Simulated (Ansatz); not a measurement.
SiGe in space group Pmma (No. 51; Si on 2e, Si on 2f, Ge on 2e, Ge on 2f), plane-wave PAW PBE (Ansatz code). The conduction-band minimum lies at Z, with 1 equivalent valley. Second derivatives d²E/dk² of the lowest band at one valley (eV·Å²), along Cartesian directions:

```
direction  d²E/dk²
---------  -------
[100]        26.70
[010]        51.11
[001]        2.276
[110]        38.97
[101]        14.51
[011]        26.71
```

Q: Find the principal effective masses, the density-of-states mass and the conductivity mass.

A: Off-diagonal terms follow from H_xy = H[110] − (H_xx + H_yy)/2, and m*/mₑ = 7.620 eV·Å² over each eigenvalue: 0.15, 0.29, 3.3. One valley's DOS mass (m₁m₂m₃)^(1/3) = 0.52, conductivity mass 3/(Σ 1/mᵢ) = 0.29 mₑ.

Q: What effective density of states Nc follows at 300 K for parabolic valleys?

A: Nc = 2.509e19 × 1 × (0.52)^(3/2) ≈ 9.4e18 cm⁻³.

The start of the workflow was typed in or built on a structure type; neither database checked (COD, Materials Project) lists it. Its standing as an ambient phase is unchecked. The cell was relaxed with PBE under the symmetry of its start; whether a distortion lowers the energy is not shown. Spin–orbit coupling is left out wherever it is not named.

Potentials: the later of the program's two PAW sets.

Edges and masses are those of Kohn–Sham bands, whose gap is no quasiparticle gap.
